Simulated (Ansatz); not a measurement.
Relaxed Na (bcc, W type):

```yaml
crystal:
  lattice:
    - [-4.22229, 4.22229, 4.22229]
    - [2.11115, -2.11115, 2.11115]
    - [2.11115, 2.11115, -2.11115]
  atoms:
    - { symbol: Na, position: [0.00000, 0.00000, 0.00000] }
    - { symbol: Na, position: [0.50000, 0.00000, 0.00000] }
```

A phonon eigenvector at N = (0.5, 0.0, 0.0) is frozen into this cell: atom i moves by Q times the vector below, so Q is the largest atomic displacement, in Å. The cell is held. (q is in reciprocal vectors of the primitive cell; the cell shown is doubled to hold the pattern.)

| atom | x | y | z |
|---|---|---|---|
| Na1 | 0.000 | -0.707 | -0.707 |
| Na2 | 0.000 | 0.707 | 0.707 |

All values below come from r2SCAN (plane waves to 500 eV, PAW, scalar-relativistic; Ansatz, a quantum-chemistry and plane-wave program). k mesh 8×16×16 (Γ-centred), Fermi-Dirac smearing 0.05 eV. The energy includes the smearing's −TS. With partly filled bands, energies and forces of such displacements shift with the k mesh and the smearing. Na was relaxed with its symmetry unable to fall. The PAW data are Ansatz's earlier set. The zero of ΔE is the undisplaced structure.

```
Q (Å)   ΔE (meV/cell)
------  -------------
-0.100           15.4
-0.067            6.8
-0.033            1.7
0.000             0.0
0.033             1.7
0.067             6.8
0.100            15.4
```

### Question
Which DFPT wavenumber at N = (0.5, 0.0, 0.0) belongs to this mode?
A) 31 cm⁻¹
B) 134 cm⁻¹
C) 89 cm⁻¹

### Answer
B, 134 cm⁻¹. The curvature of the scan gives 134 cm⁻¹

(For displaced atoms, the force is minus the slope of the energy, and its curvature is a force constant, which sets phonon frequencies.)
